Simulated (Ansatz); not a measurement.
Ba:
```xyz
1
Lattice="-2.4593 2.4593 2.4593 2.4593 -2.4593 2.4593 2.4593 2.4593 -2.4593" Properties=species:S:1:pos:R:3 pbc="T T T"
Ba     0.0000     0.0000     0.0000
```

Relaxed with PBE+D3(BJ). Special points in fractions of this cell's reciprocal vectors: Γ (0.000, 0.000, 0.000); H (0.500, -0.500, 0.500); N (0.000, 0.000, 0.500); P (0.250, 0.250, 0.250).

List the band energies nearest the Fermi level at these points for plane-wave PAW PBE+D3(BJ) (Ansatz code).

In eV from the Fermi level; about four levels below and three above (degenerate sets whole), none deeper than 8.9 eV; points with the same levels are listed once.

| k | below | above |
|---|---|---|
| Γ | -2.76 | 1.91 1.91 1.91 |
| H | -0.62 -0.62 | 4.25 4.25 4.25 |
| N | -0.92 | 0.70 1.42 3.38 |
| P | – | 0.58 0.58 0.58 |

Space group Im-3m (bcc (W type)). The PBE+D3(BJ) relaxation kept the symmetry of its start. The pairwise dispersion correction was not fitted to metals. Scalar-relativistic: spin–orbit coupling is off unless named, which matters more the heavier the elements.

Potentials: the later of the program's two PAW sets.
